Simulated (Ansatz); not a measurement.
Ir (fcc, Cu type)

```
Ir
1.0
    0.00000     1.93527     1.93527
    1.93527     0.00000     1.93527
    1.93527     1.93527     0.00000
Ir
1
Direct
  0.00000   0.00000   0.00000
```

The slice is a {110} plane (indices of the conventional cell) through the point (0.000, 0.000, 0.000) (fractional), spanned by u = [100] and v = [1 -1 -1] in vectors of this cell: u (2.74 Å) and v (3.87 Å, at 90° to u). It covers one period; positions are fractions (u, v).

The numbers are results of PBE (plane waves to 420 eV, PAW, scalar-relativistic; Ansatz, an electronic-structure program), not measurements. k mesh 21×21×21. Near the nuclei the fields are pseudised (PAW); where an atom keeps semicore shells as valence, they peak there. Ir is run without spin polarisation. Ir was relaxed with its symmetry unable to fall. Spin-orbit coupling is left out, though Ir is heavy. The PAW data are Ansatz's earlier set.

**Question.** What is the ELF at the midpoint of the shortest Ir–Ir line in this plane (2.74 Å)?

**Answer.** 0.36.

**Question.** What is the valence density on the shortest Ir–Ir line in this plane (2.74 Å), at its midpoint?

**Answer.** 0.43 e/Å³.

**Question.** Sketch the valence electron density on this plane as a map.

**Answer.** 
```
|@@@%*-:::-*%@@|
|@@%#+-:::-+#%@|
|%%#+-:...:-+#%|
|**+=::...::=+*|
|=--::.....::--|
|:::.........::|
|..............|
|   ....:....  |
|    ..:::..   |
|    ..:::..   |
|    ..:::..   |
|   ....:....  |
|..............|
|:::.........::|
|=--::.....::--|
|**+=::...::=+*|
|%%#+-:...:-+#%|
|@@%#+-:::-+#%@|
|@@@%*-:::-*%@@|
|@@@%*=:::=*%@@|
```
Scale: ten equal steps from -0.78 (start of ' ') to 1.00 (end of '@'), in the order ' .:-=+*#%@'. Values: log₁₀ of the valence density in e/Å³. The map has 14 points along u (one character each, u = 0 at the left) and 20 along v (v = 0 in the bottom row). The scale is logarithmic, as a density can span decades between atoms and voids.
